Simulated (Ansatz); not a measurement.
Level of theory: DFT PBE, scalar-relativistic, plane waves, PAW in Ansatz. All cells share a 420 eV cutoff and Γ-centred k meshes spaced at most about 0.3 Å⁻¹ (2π included). No spin polarisation in the final relaxations.

Temperature and zero-point effects are left out. All come from trial cells, and lower structures may exist.

Problem. Which of these relaxed structures of Te₂Pb₃Se is the lowest in energy?
A.

```cif
data_structure
_symmetry_space_group_name_H-M 'Pmmn:1'
_symmetry_Int_Tables_number 59
_cell_length_a 4.5538
_cell_length_b 13.6718
_cell_length_c 6.5206
_cell_angle_alpha 90.000
_cell_angle_beta 90.000
_cell_angle_gamma 90.000
_cell_volume 405.96
loop_
_atom_site_label
_atom_site_type_symbol
_atom_site_symmetry_multiplicity
_atom_site_Wyckoff_symbol
_atom_site_fract_x
_atom_site_fract_y
_atom_site_fract_z
_atom_site_occupancy
Te1 Te 4 e 0.00000 0.17102 0.25088 1
Pb1 Pb 4 e 0.00000 0.15711 0.75128 1
Pb2 Pb 2 b 0.00000 0.50000 0.77854 1
Se1 Se 2 b 0.00000 0.50000 0.23663 1
```

B.

```cif
data_structure
_symmetry_space_group_name_H-M 'Cmcm'
_symmetry_Int_Tables_number 63
_cell_length_a 4.4967
_cell_length_b 12.9813
_cell_length_c 13.9779
_cell_angle_alpha 90.000
_cell_angle_beta 90.000
_cell_angle_gamma 90.000
_cell_volume 815.93
loop_
_atom_site_label
_atom_site_type_symbol
_atom_site_symmetry_multiplicity
_atom_site_Wyckoff_symbol
_atom_site_fract_x
_atom_site_fract_y
_atom_site_fract_z
_atom_site_occupancy
Te1 Te 8 f 0.00000 0.12703 0.92084 1
Pb1 Pb 8 f 0.00000 0.36233 0.90749 1
Pb2 Pb 4 c 0.00000 0.35917 0.25000 1
Se1 Se 4 c 0.00000 0.14156 0.25000 1
```

Solution. A. It has Te and Se ordered on rock salt sites, space group Pmmn (No. 59); the next, B, with space group Cmcm (No. 63), lies 43 meV/atom higher. Counting Se or Te atoms around Pb (for each partner element, those within 1.25 times its shortest distance or 1.15 times the sum of covalent radii, where it is the nearest in units of that sum or under 1.3; a plus sign parts groups by distance over the sum of covalent radii; a slash parts the counts of unlike sites), the lowest has Pb 5+1/6 and the next has Pb 5.

No dispersion correction is applied, so the spacing and binding between layers, chains or molecules are poorly described (Cmcm), and this can change margins and order among such cells. These runs have no spin–orbit coupling, which can matter for Pb and Te. Cells relaxed within their symmetry can be saddle points. The Pmmn cell of Te2Pb3Se came from shaking the Cmcm one. Some structure types and database cells were kept out of the candidates from the start, so a known form may be missing.
